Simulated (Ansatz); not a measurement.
A distorted cell of Pd (fcc, Cu type):

```xyz
2
Lattice="0.0000 3.9114 3.9114 1.9557 0.0000 1.9557 1.9557 1.9557 0.0000" Properties=species:S:1:pos:R:3 pbc="T T T"
Pd     0.0192    -0.0192    -0.0192
Pd     1.9365     1.9750     3.9307
```

Method: r2SCAN (plane waves to 500 eV, PAW, scalar-relativistic; Ansatz, a first-principles code). k mesh 10×20×20 (Γ-centred), Fermi-Dirac smearing 0.05 eV. Stress and pressure are positive under compression. With partly filled bands, energies and forces of such displacements shift with the k mesh and the smearing. Pd is run without spin polarisation. Pd was relaxed with its symmetry unable to fall. The PAW data are Ansatz's earlier set.

Q: What forces act on the atoms (eV/Å, Cartesian)?

A: 
```csv
atom,Fx,Fy,Fz
Pd1,-0.378,0.378,0.378
Pd2,0.378,-0.378,-0.378
```

Q: What is the stress tensor (GPa)?

A: 
```
    0.5     -0.1     -0.1
   -0.1      0.5      0.1
   -0.1      0.1      0.5
```
The pressure, a third of the trace, is 0.5 GPa.

(A displaced cell: forces are minus the slopes of the energy, force constants its curvatures, and phonons follow from these.)
